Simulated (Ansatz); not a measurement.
The cell below belongs to a search over invented structures; it isn't taken from experiment.

Input and command of a plane-wave DFT calculation in Ansatz:

```yaml
crystal:
  lattice:
    - [4.4305758, 0.0, 0.0]
    - [-2.2152879, 3.83699119, 0.0]
    - [0.0, 0.0, 9.32238855]
  atoms:
    - { symbol: Sn, position: [0.33333333, 0.66666667, 0.0] }
    - { symbol: Sn, position: [0.66666667, 0.33333333, 0.0] }
    - { symbol: As, position: [0.0, 0.0, 0.35209909] }
    - { symbol: As, position: [0.0, 0.0, 0.64790091] }
    - { symbol: Se, position: [0.0, 0.0, 0.0] }
basis:
  ecutwfc: 420
kpoints:
  mp_grid: { grid: [6, 6, 2] }
hamiltonian:
  xc: pbe
scf:
  occupations: { method: gaussian, width: 0.1 }
  lower_state_search: "off"
output:
  forces: true
  stress: true
  eigenvalues: true
relax:
  adjacent_minimum: "off"
  f_tol: 0.04
  max_steps: 70
  cell: { stress_tol: 0.4 }
```

```bash
ansatz run input.yaml --threads 1 --pin off --max-ram 2560MiB --backend cpu --events-out ev --progress --plain --runs-dir out
```

Processor: Arm Neoverse V1, 1 thread, on a host shared with other jobs.

Question: How long does it run, and how much memory does it take?

Answer: About 97 s, peak memory 0.54 GiB. It solves 45 bands at 14 k points (after reduction by symmetry) with about 4731 plane waves (on the last cell), in 71 SCF iterations over 11 ionic steps.
